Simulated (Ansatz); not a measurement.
**Property card for SrCd**

SrCd:
```cif
data_CdSr
_chemical_formula_sum 'Sr1 Cd1'
_space_group_name_H-M_alt 'Pm-3m'
_space_group_IT_number 221
_space_group_name_Hall '-P 4 2 3'
_cell_length_a 3.98001
_cell_length_b 3.98001
_cell_length_c 3.98001
_cell_angle_alpha 90.000
_cell_angle_beta 90.000
_cell_angle_gamma 90.000
loop_
_atom_site_label
_atom_site_type_symbol
_atom_site_symmetry_multiplicity
_atom_site_Wyckoff_symbol
_atom_site_fract_x
_atom_site_fract_y
_atom_site_fract_z
_atom_site_occupancy
Sr1 Sr 1 b 0.50000 0.50000 0.50000 1
Cd1 Cd 1 a 0.00000 0.00000 0.00000 1
```

Space group Pm-3m (No. 221), CsCl type; conventional cell a = 3.9800 Å, b = 3.9800 Å, c = 3.9800 Å, α = 90.00°, β = 90.00°, γ = 90.00°.

Method: PBEsol in the plane-wave PAW code Ansatz. The cell and atoms are relaxed at this level. Other levels are named where they apply.

### Cell and energy

Volume per atom: 31.52 Å³
Density: 5.27 g/cm³
Formation energy from the elements (no fitted shifts): -0.32 eV/atom

### Electronic structure

- Electronic character: metallic (no gap)
- Density of states at the Fermi level: 0.69 states/eV per atom (mean over ±0.08 eV)
- Gap with spin–orbit coupling: none (metallic)

### Mechanics

- Bulk modulus (Birch–Murnaghan fit) = 27.7 GPa
- Pressure derivative B′ = 4.2
- Elastic constants (relaxed ions, GPa) = C11 = 42.5, C12 = 20.6, C44 = 22.9
- Mechanical stability = stable (all eigenvalues of C positive)
- Hill bulk and shear moduli = 27.9 and 17.0 GPa
- Young's modulus = 42.4 GPa
- Poisson's ratio = 0.25
- Debye temperature from the elastic constants = 188 K

### Phonons

- Highest zone-centre frequency = 106 cm⁻¹
- Zone-centre stability = no imaginary mode at Γ

The workflow started from an entry of the Crystallography Open Database (COD). Whether it is the stable phase at ambient conditions was not checked. Symmetry was held in the PBEsol relaxation. As this level gives no gap, shear constants depend on the k-mesh and smearing (Fermi–Dirac, 0.1 eV here). As this level gives no gap, phonon frequencies hold no LO–TO term and depend on the k-mesh and smearing (Fermi–Dirac, 0.1 eV here). The references are the lowest solids computed at this level, not always the standard phases. Scalar-relativistic: spin–orbit coupling is off unless named, which matters more the heavier the elements.

Potentials: the later of the program's two PAW sets.
